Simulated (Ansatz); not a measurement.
This cell of SrHfO₃ (cubic perovskite) is off equilibrium:

```xyz
5
Lattice="4.2125 0.0000 0.0000 0.0000 4.2125 0.0000 0.0000 0.0000 4.2125" Properties=species:S:1:pos:R:3 pbc="T T T"
Sr     2.1062     2.1062     2.1062
Hf     0.0000     0.0000     0.0000
O      0.0000     2.1062     0.0000
O      2.1062     0.0000     0.0000
O      0.0000     0.0000     2.1062
```

All values below come from PBEsol (plane waves to 420 eV, PAW, scalar-relativistic; Ansatz, a first-principles code). k mesh 8×8×8 (Γ-centred), Fermi-Dirac smearing 0.05 eV. The energy includes the smearing's −TS. Stress and pressure are positive under compression. Spin-orbit coupling is left out, though Hf is heavy. SrHfO3 is run without spin polarisation. SrHfO3 was relaxed with its symmetry unable to fall.

Task: What is the stress tensor (GPa)?

Result: 
```
  -11.1      0.0      0.0
    0.0    -11.1      0.0
    0.0      0.0    -11.1
```
The pressure, a third of the trace, is -11.1 GPa.

Task: It is the relaxed cell scaled evenly to V/V₀ = 1.080, atoms relaxed where free. What is its energy relative to the relaxed cell?

Result: 41.2 meV/atom.

(A scan under strain: stresses follow from slopes of the energy per volume, elastic moduli from its curvatures.)
